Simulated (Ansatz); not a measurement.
**Si: from a starting cell to a relaxed one**

The start is a relaxed Si cell, doubled along one cell vector, shaken by Gaussian noise of σ = 0.08 Å a coordinate. Cell shape, volume and atoms are optimised at zero target pressure with r2SCAN (plane waves to 500 eV, PAW, scalar-relativistic; Ansatz, a first-principles code). The first steps use a coarse 7×4×4 k-mesh.

Input geometry:
```
Si
1.0
    3.83200     0.00000     0.00000
   -3.83200     6.63722     0.00000
    0.00000     0.00000     6.34167
Si
8
Direct
  0.27970   0.31808   0.08746
  0.32881   0.83362   0.06769
  0.67190   0.17732   0.55579
  0.67619   0.66282   0.56838
  0.68090   0.17465   0.94618
  0.69072   0.67086   0.93238
  0.32367   0.33176   0.44470
  0.28539   0.83420   0.46476
```

- Largest initial force: 4.21 eV/Å, on Si8 (atoms numbered as listed)
- Relative to the parent: It returns to the parent structure, P6₃/mmc (No. 194)
- Shortest distances (start → end): The closest pairs of elements (up to four, under 3.6 Å), start → end: Si–Si 2.13 → 2.35 Å
- Band gap at the end: 0.61 eV, indirect (valence top at Γ, conduction bottom at M) (no spin-orbit coupling)
- Optimiser moves: 6

The end point of the relaxation:

Space group P6₃/mmc (No. 194); a = 3.8320 Å, b = 3.8320 Å, c = 6.3417 Å, α = 90.00°, β = 90.00°, γ = 120.00°

```
atom  site  symmetry       x       y       z
----  ----  --------  ------  ------  ------
Si      4f       3m.  0.6667  0.3333  0.0631
```

Final values are on a 10×10×5 k-mesh of the relaxed cell. No spin polarisation in the result.

The relaxed structure here is a generated cell of Si: the first start was made by placing the elements on the sites of a structure type, and the end was not matched to a known phase here, so it may be hypothetical. Known forms of Si include space group No. 227.
